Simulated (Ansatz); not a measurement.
## Two states of NiPtF$_{6}$

```xyz
8
Lattice="2.4664 1.4240 4.5625 -2.4664 1.4240 4.5625 0.0000 -2.8479 4.5625" Properties=species:S:1:pos:R:3 pbc="T T T"
Ni    0.0000    0.0000    6.8438
F    -0.9496   -1.2744    7.9890
F     1.5785   -0.1851    7.9890
F    -0.6289    1.4596    7.9890
F     0.9496    1.2744    5.6986
F    -1.5785    0.1851    5.6986
F     0.6289   -1.4596    5.6986
Pt    0.0000    0.0000    0.0000
```

Method: r2SCAN, with U = 3.18 eV and J = 0.94 eV on Ni d (atomic projectors); PAW, plane waves to 500 eV, 5×5×5 Γ-centred mesh, fermi-dirac occupations (width 0.1 eV) (Ansatz 0.2.0), atoms fixed.

State A: Ni1 up (collinear spin). State B: no moments (no spin polarisation).

Question: Which state is lower, and how do they differ?

Answer: State A is lower by 365.2 meV an atom at zero smearing; in free energy at this smearing B lies +350.5 meV an atom from A.

```csv
state,free energy (meV/atom),largest moment in a small sphere (μB),net moment (μB/cell),gap on mesh (eV),pressure (GPa),largest force (eV/Å)
A,0.0,1.74,2.00,3.08,9.8,0.94
B,350.5,0.00,0.00,metal,8.7,1.49
```

Origin: a database entry at a rescaled volume. Caveats: no spin-orbit coupling, which can shift this gap by tenths of an eV; gaps of Fe, Co and Ni magnets come out low on these datasets; the Fermi level lies in a narrow band between gaps, which spin or distortion may split; the k mesh is coarse if the cell is a metal.
